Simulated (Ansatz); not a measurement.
## BeSe2 in Ansatz, settings compared

Launch command:

```bash
ansatz run input.yaml --threads 1 --pin off --max-ram 2560MiB --backend cpu --events-out ev --progress --plain --runs-dir out
```

input.yaml:

```yaml
crystal:
  lattice:
    - [1.592372, 2.758066, 0.0]
    - [-1.592372, 2.758066, 0.0]
    - [0.0, 0.0, 12.555055]
  atoms:
    - { symbol: Be, position: [0.33333, 0.33334, 0.25] }
    - { symbol: Be, position: [0.66666, 0.66667, 0.75] }
    - { symbol: Se, position: [0.33333, 0.33334, 0.621] }
    - { symbol: Se, position: [0.66666, 0.66667, 0.121] }
    - { symbol: Se, position: [0.33333, 0.33334, 0.879] }
    - { symbol: Se, position: [0.66667, 0.66667, 0.379] }
  symmetry: { tolerance: 0.0003 }
kpoints:
  mp_grid: { grid: [6, 6, 2], shift: [0, 0, 0] }
magnetization:
  spin_polarized: false
scf:
  occupations: { method: cold, width: 0.0559 }
hamiltonian:
  pseudopotentials: { kind: paw }
  xc: r2scan
total_charge: 1
basis:
  ecutwfc: 500
output:
  forces: true
  stress: true
  eigenvalues: true
  write_density: true
  write_potential: true
  elf: true
  volumetric_format: npy
```

Origin of the cell: a known structure type with other elements, at an estimated volume, so it need not be a known compound.

Output of this run (shortened):

```
Warning: the atoms were moved onto the symmetric positions of the space group found under crystal.symmetry.tolerance 3.0e-4 (fractional; no operation is sought that the atoms, as they stand i […]
Pseudopotentials: kind: paw
Pseudopotential: Be, paw, valence charge 2, recommended cutoff 500 eV (meta_gga), Be.paw.azcp
Pseudopotential: Se, paw, valence charge 16, recommended cutoff 500 eV (meta_gga), Se.paw.azcp
Functional definition: r2SCAN
  exchange = r2scan_x(k0 = k0, k1 = k1, a1 = a1)
  correlation = r2scan_c
Crystal: 6 atoms, lattice volume = 110.280 Å³
Basis set: ecut = 500 eV, 2787 PW (Γ), exchange–correlation on 96×96×384 points (64 copies of the dense FFT grid, shifted against one another)
Bands: 41, of which v1, the nominal top of the filled ones, is band 34 counted from 1 (33 counted from 0)
Symmetry: 24 space group operations
[… 8 lines left out …]
Initial density: superposition of atomic densities (neutral atoms scaled as one to the charged cell's electrons: chi_scale 0, normalization atom), corrected by the library's trained network
Functional: x = r2scan, c = r2scan; τ floored in thin density (d = 2e-4 eV/Å³)
SCF iter   1: F=—  HF=-22107.404123 eV  Δρ=3.96e-2  dr2=1.76e0  dr2_τ=1.86e-2  defer=4
SCF iter   2: F=—  HF=-22106.870985 eV  S|Δr|=    0.00e0  Δρ=2.21e-2  dr2=4.33e-1  dr2_τ=2.45e-3  defer=40
SCF iter   3: F=—  HF=-22106.644061 eV  S|Δr|=    0.00e0  Δρ=4.65e-3  dr2=2.19e-2  dr2_τ=5.17e-4  defer=40
SCF iter   4: F=—  HF=-22106.632128 eV  S|Δr|=    0.00e0  Δρ=7.15e-4  dr2=8.75e-4  dr2_τ=1.41e-5  defer=40
SCF iter   5: F=—  HF=-22106.632232 eV  S|Δr|=    0.00e0  Δρ=2.04e-4  dr2=6.43e-5  dr2_τ=6.61e-7  defer=40
SCF iter   6: F=—  HF=-22106.632235 eV  S|Δr|=    0.00e0  Δρ=4.64e-5  dr2=2.26e-6  dr2_τ=5.00e-8  defer=40
SCF iter   7: F=-22106.632236 eV  HF=-22106.632236 eV  S|Δr|=    0.00e0  Δρ=6.26e-6  dr2=5.81e-8  dr2_τ=1.13e-9
SCF 1 converged in 7 iterations: F = -22106.632236 eV  dr2 = 5.81e-8
SCF converged after 7 iterations
Stability not checked: this state was not tested for a lower state beside it, because cold or Methfessel-Paxton smearing, or corrected tetrahedra, fill the levels in a way that the test cannot read (fill_not_monotonic; […]
Free energy (F): -22106.632236 eV
Harris-Foulkes:  -22106.632236 eV  (|F-HF|=1.92e-8)
Internal energy: -22106.632439 eV  (E = F + TS)
E sigma→0 (E₀):  -22106.632303 eV
Entropy (-TS):   0.000203 eV (0.034 meV/atom)
Fermi energy:    8.132724 eV
--- Per-component energies (eV) ---
  E_band       = -1557.843410
  E_kinetic    = 489.203348
  E_local      = -9362.472684  (includes V_loc(G=0)·N_el)
  E_nonlocal   = -2367.762407
  E_hartree    = 4645.760868
  E_xc         = -414.550101
  E_vxc        = -445.795935  (∫ρ·V_xc dr)
  E_paw        = -7826.326531  (= ΣΔE_a)
  E_vpaw       = 815.237038  (= ΣTr[D̂ρ^β])
  E_aug_tail   = -0.000813  (compensation charges beyond the density's cutoff)
  E_vtau       = 22.223947  (kinetic-family band-sum trace: ∫τ·v_τ [+ j·A + Jᵃ·Aᵃ] dr)
  E_ewald      = -7263.400984
  E_core_change = -7.083135  (= ΣΔE_core)
  E_smearing   = 0.000203  (= −TS)
  E_deformation_potential = 14.542967  (in the stress; not in F)
  Σ components = -22106.632236   (vs F -22106.632236, Δ=0.00e0)
[… 2 lines left out …]
  atom   2  Be     0.000000    -0.000000     0.000000
  atom   3  Se     0.000000     0.000000     0.612203
  atom   4  Se    -0.000000    -0.000000     0.612203
  atom   5  Se     0.000000     0.000000    -0.612203
  atom   6  Se    -0.000000    -0.000000    -0.612203
  max |Σ_I F_I| component: 1.39e-17 eV/Å
--- Stress (GPa, compression-positive) ---
       -0.506510       0.000000       0.000000
       -0.000000      -0.506510       0.000000
        0.000000       0.000000      -4.901096
  P = ⅓ Tr σ = -1.9714 GPa (-19.714 kbar)
```

The same input was run again with these changes:

1. `scf.occupations.method` cold → fermi_dirac; `scf.occupations.width` 0.0559 → 0.05
2. `scf.initial_density.chi_scale` default → 0.1; `scf.lower_state_search` default → standard
3. `scf.n_extra_bands` default → 16; `hamiltonian.xc` r2scan → pbesol
4. `scf.occupations.method` cold → gaussian; `scf.occupations.width` 0.0559 → 0.3

```tsv
run	end	SCF iterations	P (GPa)	max force component (eV/Å)	moment (μB)	ΔE(σ→0) (meV/atom)
base	converged	7	–	0.612	–	0
1	converged	8	–	0.698	–	-0.48
2	converged	9	–	0.612	–	0.00
3	converged	9	–	0.612	–	–
4	converged	8	–	0.703	–	-2.61
```

Energies are compared only where functional, datasets, charge and starting cell are the same.

Not properties of the system: run 4 (too coarse or loose: `scf.occupations.width` = 0.3).

Caveats of the base run: charged cell with a uniform background, whose pressure depends on convention; no moments, though an odd count or open d shells may carry them; the k mesh is coarse if the cell is a metal.

Run 4: wide smearing.

Time of the base run: 5.4 s of wall time on 1 CPU thread(s) of a shared host, from the program's own first density.
